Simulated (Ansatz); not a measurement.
## Computed properties of BPt

```xyz
4
Lattice="3.2294 0.0000 0.0000 -1.6147 2.7968 0.0000 0.0000 0.0000 5.2613" Properties=species:S:1:pos:R:3 pbc="T T T"
B     1.6147    0.9323    3.9460
B     0.0000    1.8645    1.3153
Pt    0.0000    0.0000    0.0000
Pt    0.0000    0.0000    2.6306
```

Atoms are numbered in the order listed.

Structure from Materials Project entry mp-1096829 (possibly hypothetical), not relaxed further.

Spin–orbit coupling is left out, though it moves levels of the heavy atoms by tenths of an eV or more.

All numbers are computed: DFT, PBE, all-electron LAPW, scalar-relativistic (Ansatz 0.2.0); DFT, PBE, PAW with Ansatz's default frozen-core files, scalar-relativistic (Ansatz 0.2.0).

For LAPW: a Γ-centred 12×12×6 k mesh, Fermi–Dirac smearing of 0.05 eV, basis error target 1 meV/atom, no spin polarisation. PAW takes a cutoff of 420 eV at this cell. The Ansatz runs share mesh, smearing and spin set-up. Values come from LAPW unless marked.

| Item | Value |
| --- | --- |
| Density of states at the Fermi level (0.2 eV bin) | 1.36 states/eV per cell |
| Pressure at this cell | -1.05 GPa |
| Bader charges (from the PAW run) | B1 +0.24, Pt3 -0.24 e |
| Volume per atom | 80.2 bohr³ |

Problem. Predict this quantity. Stress xx, yy, zz (compression positive).

Solution. -0.99, -0.99, -1.19 GPa.

Problem. Predict this quantity. Band gap.

Solution. none: bands cross the Fermi level, a metal.

Problem. Löwdin charges (with 0.15 e of the cell spilling out of the atomic basis, so their sizes and signs hang on that basis): what does the calculation give?

Solution. B1 -0.69, Pt3 0.76 e.
